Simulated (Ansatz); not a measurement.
The elements of this relaxed trial crystal are hidden behind letters.

```
lattice vectors (Å)
   3.7237    0.0000    0.0000
  -1.8618    3.2248    0.0000
   0.0000    0.0000   18.3309
fractional positions
X 0.0000 0.0000 0.0045
X 0.3333 0.6667 0.8426
X 0.0000 0.0000 0.4908
X 0.3333 0.6667 0.3286
X 0.6667 0.3333 0.1665
Z 0.6667 0.3333 0.6642
Q 0.0000 0.0000 0.8822
Q 0.3333 0.6667 0.7210
Q 0.6667 0.3333 0.5303
Q 0.0000 0.0000 0.3685
Q 0.3333 0.6667 0.2064
Q 0.6667 0.3333 0.0443
```

All numbers below come from Ansatz 0.2.0, DFT PBE, scalar-relativistic, plane waves, PAW. Plane waves to 420 eV, a 12×12×2 mesh through Γ for the 12-atom cell and 0.02 eV Gaussian smearing; no spin polarisation.

| Item | Value |
| --- | --- |
| Space group | P3m1 (No. 156) |
| Conventional cell | a = 3.724 Å, c = 18.331 Å |
| Volume per atom | 18.34 Å³ |
| Density | 4.41 g/cm³ |
| Energy over the elements | −0.756 eV/atom |
| Gap on the 12×12×2 mesh of the 12-atom cell | 2.13 eV |

Energies are uncorrected and count from the elements' standard states at the same level.

Question: X is an s-block element of period 2, Z is a d-block element of period 4 and Q is a p-block element of period 4. Which elements are they?

Answer: X = Be, Z = Zn, Q = Se, so the formula is Be5ZnSe6. Density times volume gives a mean mass of 4.41 × 18.34/1.6605 = 48.7 u per atom, and this set has 48.7 u. Around Be on its first site lie 4 Se at 2.24–2.27 Å; Zn is surrounded by 4 Se at 2.39–2.45 Å; Se on its first site has 4 Be at 2.24–2.27 Å; 9 more sites not described. Other sets within the hints have nearly the same mass, so mass alone doesn't settle it; this one was computed.

Kohn–Sham gaps at this level usually fall short of measured ones. A structure relaxed within its symmetry needn't be a true minimum.
